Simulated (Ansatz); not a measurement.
Data:

Al12W (space group Im-3)

```
Al12W
1.0
   -3.76905     3.76905     3.76905
    3.76905    -3.76905     3.76905
    3.76905     3.76905    -3.76905
Al W
12 1
Direct
  0.30860   0.18579   0.49439
  0.69140   0.81421   0.50561
  0.69140   0.18579   0.87719
  0.30860   0.81421   0.12281
  0.49439   0.30860   0.18579
  0.50561   0.69140   0.81421
  0.87719   0.69140   0.18579
  0.12281   0.30860   0.81421
  0.18579   0.49439   0.30860
  0.81421   0.50561   0.69140
  0.18579   0.87719   0.69140
  0.81421   0.12281   0.30860
  0.00000   0.00000   0.00000
```

This relaxed cell (volume V₀) is scaled evenly in all directions, its shape held. The atoms relax within the cell's symmetry.

Method: PBEsol (plane waves to 420 eV, PAW, scalar-relativistic; Ansatz, a quantum-chemistry and plane-wave program). k mesh 7×7×7 (Γ-centred), Fermi-Dirac smearing 0.05 eV. The energy includes the smearing's −TS. Compression counts positive. Al12W is run without spin polarisation. Al12W was relaxed with its symmetry unable to fall. Spin-orbit coupling is left out, though W is heavy. ΔE is measured from the relaxed starting cell.

The scan covers V/V₀ from 0.940 to 1.060 in 13 points.

### Question
What bulk modulus B₀ follows from a third-order Birch-Murnaghan fit?

### Answer
97.0 GPa.

### Question
What is the fitted pressure derivative B₀′?

### Answer
4.6.

(A scan under strain: stresses follow from slopes of the energy per volume, elastic moduli from its curvatures.)
